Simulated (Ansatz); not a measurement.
Given:

ZnS (wurtzite)

```xyz
4
Lattice="3.8451 0.0000 0.0000 -1.9226 3.3300 0.0000 0.0000 0.0000 6.3057" Properties=species:S:1:pos:R:3 pbc="T T T"
Zn     1.9226     1.1100     6.3047
Zn     0.0000     2.2200     3.1519
S      1.9226     1.1100     3.9432
S      0.0000     2.2200     0.7904
```

Scan: atom 3 (S, nearest neighbour Zn at 2.357 Å; its periodic images, 3.8 Å or more away, move with it) is displaced towards the nearest neighbour, direction (0.000, -0.942, -0.336) in Cartesian axes, by s. The other atoms stay.

Method: PBE (plane waves to 420 eV, PAW, scalar-relativistic; Ansatz, a first-principles code). k mesh 8×8×4 (Γ-centred), Fermi-Dirac smearing 0.05 eV. Energies are smeared free energies. ZnS was relaxed with its symmetry unable to fall. The zero of ΔE is the undisplaced structure.

The scan covers s from -0.470 to 0.470 Å in 11 points.

### Question
Is the energy the same for displacements of ±0.470 Å, and if not, which side lies higher?

### Answer
Not even: the positive side lies higher at ±0.470 Å. With its periodic images moving along, the atom's site symmetry in this cell is 3m..

### Question
What force acts on the atom along the line at s = -0.470 Å?

### Answer
1.01 eV/Å.

### Question
What is the energy change at s = 0.470 Å?

### Answer
1387 meV/cell.

### Question
What is the force constant k = d²E/ds² of this move at s = 0?

### Answer
6.29 eV/Å².

(For displaced atoms, the force is minus the slope of the energy, and its curvature is a force constant, which sets phonon frequencies.)
